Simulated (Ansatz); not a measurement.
Te:
```yaml
crystal:
  lattice:
    - [3.18828, 0.00000, 0.00000]
    - [0.00000, 3.18828, 0.00000]
    - [0.00000, 0.00000, 3.18828]
  atoms:
    - { symbol: Te, position: [0.50000, 0.50000, 0.50000] }
```

Relaxed with r²SCAN. Special points in fractions of this cell's reciprocal vectors: Γ (0.000, 0.000, 0.000); X (0.000, 0.500, 0.000); M (0.500, 0.500, 0.000); R (0.500, 0.500, 0.500).

Problem. List the band energies nearest the Fermi level at these points for plane-wave PAW r²SCAN with spin–orbit coupling (Ansatz code).

Solution. In eV from the Fermi level; about four levels below and three above (degenerate sets whole), none deeper than 8.9 eV; points with the same levels are listed once.

| k | below | above |
|---|---|---|
| Γ | – | 0.44 0.44 1.51 1.51 1.51 1.51 |
| X | -6.43 -6.43 | 2.20 2.20 3.04 3.04 |
| M | -5.07 -5.07 -4.57 -4.57 | 2.33 2.33 4.05 4.05 |
| R | -3.05 -3.05 -3.05 -3.05 | 4.73 4.73 4.73 4.73 |

Space group Pm-3m. The first step of the workflow began from a Materials Project structure, measured or hypothetical; the Crystallography Open Database copy checked does not list it. It is not the phase usual at ambient conditions (space group No. 152). The cell was relaxed with r²SCAN under the symmetry of its start; whether a distortion lowers the energy is not shown.

Potentials: the later of the program's two PAW sets.
